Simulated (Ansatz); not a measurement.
## Zone-centre phonons of Sc₃Al: input and output

Method: DFT PBEsol, scalar-relativistic, plane waves, PAW (Ansatz).

Launched with:
```bash
ansatz run input.yaml --threads 2 --pin off --max-ram 7168MiB --backend cpu --events-out ev --progress --plain --runs-dir out
```

Input (bare energies are in eV):
```yaml
crystal:
  lattice:
    - [4.3820300052, 0.0, 0.0]
    - [0.0, 4.3820300052, 0.0]
    - [0.0, 0.0, 4.3820300052]
  atoms:
    - { symbol: Sc, position: [0.5, 0.0, 0.5] }
    - { symbol: Sc, position: [0.0, 0.5, 0.5] }
    - { symbol: Sc, position: [0.5, 0.5, 0.0] }
    - { symbol: Al, position: [0.0, 0.0, 0.0] }
basis:
  ecutwfc: 420
kpoints:
  mp_grid: { grid: [10, 10, 10] }
hamiltonian:
  xc: pbesol
scf:
  occupations: { method: fermi_dirac, width: 0.15 }
output:
  eigenvalues: true
phonons:
  method: dfpt
  eigenvectors: true
```

The end of the output:
```
--- Phonons (Γ-DFPT): 3 representative perturbations + reference, on 216 of 1000 k-points (Σ response iterations 9) ---
  k mesh reduced under 8 symmetry operations, with k and −k counted as one. Each operation leaves every solved displacement unchanged or reverses it
  ASR residual: 8.466e-4 → 0.000e0 eV/Å²; symmetrization residual: 3.528e-6 eV/Å²
  ASR residual per site (eV/Å²): 8.47e-4 8.47e-4 8.47e-4 1.88e-5
  Γ frequencies (cm⁻¹): 0.00 0.00 0.00 187.20 187.20 187.20 228.88 228.88 228.88 248.61 248.61 248.61
  non-analytic LO–TO correction: not included (Born effective charges unavailable; polar crystals: no LO–TO splitting at Γ)
```

It took 98 s on 2 threads of Arm Neoverse V1, on a shared host, peak memory 1.8 GiB.

In a metal, frequencies and elastic constants depend on the k mesh and the smearing, soft modes and shear constants most.